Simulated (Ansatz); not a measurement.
GaN:
```
CELL_PARAMETERS angstrom
      0.00000     2.24907     2.24907
      2.24907     0.00000     2.24907
      2.24907     2.24907     0.00000
ATOMIC_POSITIONS crystal
  Ga 0.00000 0.00000 0.00000
  N  0.25000 0.25000 0.25000
```

x, y and z are the axes in which the lattice vectors are written.

Problem. Give the high-frequency dielectric tensor and the Born effective charge tensors of the independent atoms from DFPT, r²SCAN (plane waves, PAW; program Ansatz).

Solution. 
ε∞:
```
5.50  0.00  0.00
0.00  5.50  0.00
0.00  0.00  5.50
```
Z* of atom 1 (Ga), rows: field, columns: displacement, in e:
```
2.67  0.00  0.00
0.00  2.67  0.00
0.00  0.00  2.67
```
Z* of atom 2 (N), rows: field, columns: displacement, in e:
```
-2.67   0.00   0.00
 0.00  -2.67   0.00
 0.00   0.00  -2.67
```

Static charges for comparison (Bader): Ga1 +1.65, N2 -1.65 e. Born charges measure polarisation by displacement and can exceed these by far.

Space group F-43m (zinc blende). The r²SCAN relaxation kept the symmetry of its start; phonons on a q-mesh show no instability. Scalar-relativistic: spin–orbit coupling is off unless named, which matters more the heavier the elements.

Potentials: the earlier of the program's two PAW sets.
